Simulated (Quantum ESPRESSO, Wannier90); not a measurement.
**GeSe2 (I-42d), plane waves to Wannier functions**

```
GeSe2
1.0
    5.93663     0.00000     0.00000
    0.00000     5.93663     0.00000
   -2.96832    -2.96832     4.78566
Ge Se
2 4
Direct
  0.25000   0.75000   0.50000
  0.00000   0.00000   0.00000
  0.62500   0.63704   0.75000
  0.88704   0.37500   0.25000
  0.12500   0.11296   0.75000
  0.36296   0.87500   0.25000
```

Materials Project entry mp-10074; symmetrised, unrelaxed at this level. Not found in the COD (Crystallography Open Database) copy used; not checked further. Method: PBEsol plane waves in Quantum ESPRESSO 7.5 (PseudoDojo norm-conserving files, 69 Ry, no spin polarisation, no spin-orbit coupling), Bloch states on a 4×4×4 mesh through Γ, Wannier90 4.0.1. Density: 6×6×6 mesh, cold smearing 0.01 Ry. Spin-orbit coupling, left out, would split the p-like bands by a few tenths of an eV.

The plane-wave run has 67 bands and 92 electrons a cell. On the energy scale of pw.x, whose zero is arbitrary, the valence-band maximum lies at 6.01 eV.

Isolated groups of bands, relative to the valence-band maximum (bands from 47 on overlap up to the last one computed):

| bands | from (eV) | to (eV) | filling | weight on atomic waves |
|---|---|---|---|---|
| 1–20 | -47.25 | -46.93 | filled | Se 3d 100 % |
| 21–30 | -24.78 | -24.72 | filled | Ge 3d 100 % |
| 31–34 | -14.15 | -11.84 | filled | Se 4s 73 %, Ge 4p 14 %, Ge 4s 10 % |
| 35–36 | -9.05 | -5.89 | filled | Ge 4s 42 %, Se 4p 34 %, Se 4s 18 % |
| 37–46 | -4.56 | 0.00 | filled | Se 4p 78 %, Ge 4p 17 % |

Input w.win, without the blocks of cell, atoms and k-points (64 lines):

```
num_bands = 36
num_wann = 24
exclude_bands = 1-30
num_iter = 1000
conv_tol = 1.0e-6
conv_window = 4
dis_num_iter = 1000
dis_conv_tol = 1.0e-6
dis_froz_max = 9.09
write_hr = true
write_u_matrices = true
begin projections
f=0.25354,-0.25048,0.50856: s;p
f=-0.00424,0.00071,0.00540: s;p
f=-0.38326,-0.36341,-0.25786: s;p
f=-0.12216,0.37517,0.24422: s;p
f=0.12823,0.11414,-0.24066: s;p
f=0.36797,-0.12081,0.24762: s;p
end projections
mp_grid = 4 4 4
```

This input has a fault. Which, and what does the program do?

wannier90.x stops with:
```
w90_wannier90_readwrite_read: mismatch in w.eig
```
num_bands differs from the number of bands in the files, which is the number computed minus those excluded. Mended as below, all else unchanged, the run goes through (Ω_I = 31.1 Å²) and follows the plane-wave bands to 3.2 meV rms (states up to 2.6 eV relative to the valence-band maximum).
```
num_bands = 37
```
